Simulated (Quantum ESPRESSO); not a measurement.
## Kohn-Sham bands of InAs (wurtzite)

```
InAs
1.0
    4.31140     0.00000     0.00000
   -2.15570     3.73378     0.00000
    0.00000     0.00000     7.08879
In As
2 2
Direct
  0.66667   0.33333   0.50059
  0.33333   0.66667   0.00059
  0.66667   0.33333   0.87491
  0.33333   0.66667   0.37491
```

Structure: Materials Project mp-1007652, symmetrised, not relaxed again. Not found in the COD (Crystallography Open Database) copy used, which has the formula in other groups; not checked further. Level: LDA, no spin polarisation, no spin-orbit coupling; pw.x of Quantum ESPRESSO at 64 Ry with PseudoDojo potentials, 6×6×4 k-points, Wannier90. Density: 12×12×6 mesh, cold smearing 0.01 Ry. Spin-orbit coupling is left out although heavy elements are present.

Q: List the Kohn-Sham levels between −8 and 3.0 eV relative to the Fermi level at the high-symmetry points, as a band run of pw.x on that density gives them (levels within 2 meV counted together).

A: 
```csv
point,k (reciprocal lattice),levels (eV)
Γ,0.000 0.000 0.000,"-5.74, -1.01 (×2), -0.58, -0.10, 0.01 (×2), 0.51"
M,0.500 0.000 0.000,"-5.85, -5.08, -3.39, -2.26, -1.91, -0.99, 1.51, 1.90"
K,0.333 0.333 0.000,"-5.43 (×2), -3.73, -2.49 (×2), -2.26, 2.46"
A,0.000 0.000 0.500,"-3.81 (×2), -0.56 (×4), 1.06 (×2)"
L,0.500 0.000 0.500,"-5.75 (×2), -1.82 (×2), -1.72 (×2), 1.25 (×2)"
H,0.333 0.333 0.500,"-5.74 (×2), -3.13 (×2), -1.44 (×2), 1.98 (×2)"
```
